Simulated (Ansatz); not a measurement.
MgCd3 in space group P6_3/mmc (No. 194; Mg on 2c, Cd on 6h), DFT-PBE in the program Ansatz with PAW potentials, all energies at zero smearing, with the estimated change up to a 700 eV cutoff added, with one set of potentials and settings (totals compare only within such a set). Cell of 8 atoms (2 Mg, 6 Cd): -53374.863 eV.

```csv
element,reference phase,E (eV/atom)
Mg,"P6_3/mmc, 2 atoms in the cell",-1923.8026
Cd,"P6_3/mmc, 2 atoms in the cell",-8254.4547
```

Formation energy per atom, worked out: (-53374.863 − 2×(-1923.8026) − 6×(-8254.4547))/8 = -0.066 eV/atom (-6 kJ per mol of atoms), at 0 K, without zero-point energy or fitted corrections.

The workflow started from an entry of the Crystallography Open Database (COD). Whether it is the stable phase at ambient conditions was not checked. The cell was relaxed with PBE under the symmetry of its start; its stability against distortions is not shown here. The references are the lowest solids computed at this level, not always the standard phases.

Potentials: the later of the program's two PAW sets.
